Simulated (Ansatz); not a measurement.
AlAs (zinc blende)

```xyz
2
Lattice="0.0000 2.8373 2.8373 2.8373 0.0000 2.8373 2.8373 2.8373 0.0000" Properties=species:S:1:pos:R:3 pbc="T T T"
As     4.2560     4.2560     4.2560
Al     0.0000     0.0000     0.0000
```

The slice is a {100} plane (indices of the conventional cell) through the point (0.750, 0.750, 0.750) (fractional), spanned by u = [100] and v = [0 1 -1] in vectors of this cell: u (4.01 Å) and v (4.01 Å, at 90° to u). It covers one period; positions are fractions (u, v).

Method: PBEsol (plane waves to 420 eV, PAW, scalar-relativistic; Ansatz, a first-principles code). k mesh 10×10×10. Near the nuclei the fields are pseudised (PAW); where an atom keeps semicore shells as valence, they peak there. AlAs was relaxed with its symmetry unable to fall.

Question: Predict the map of the valence electron density on the slice.

Answer: 
```
|@@%#*+=---:::::---=+*#%@|
|%%#*+==--:::::::--==+*#%|
|##*++=---:::::::---=++*#|
|**++==--:::...:::--==++*|
|++===--:::.....:::--===+|
|===---:::.......:::---==|
|-----:::.... ....:::----|
|----:::...     ...:::---|
|--::::...       ...::::-|
|:::::...         ...::::|
|::::....         ....:::|
|::::...           ...:::|
|::::....         ....:::|
|:::::...         ...::::|
|--::::...       ...::::-|
|----:::...     ...:::---|
|-----:::.... ....:::----|
|===---:::.......:::---==|
|++===--:::.....:::--===+|
|**++==--:::...:::--==++*|
|##*++=---:::::::---=++*#|
|%%#*+==--:::::::--==+*#%|
|@@%#*+=---:::::---=+*#%@|
|@@%#*+=---:::::---=+*#%@|
```
Scale: ten equal steps from -1.74 (start of ' ') to 1.53 (end of '@'), in the order ' .:-=+*#%@'. Values: log₁₀ of the valence density in e/Å³. The map has 24 points along u (one character each, u = 0 at the left) and 24 along v (v = 0 in the bottom row). The scale is logarithmic, as a density can span decades between atoms and voids.
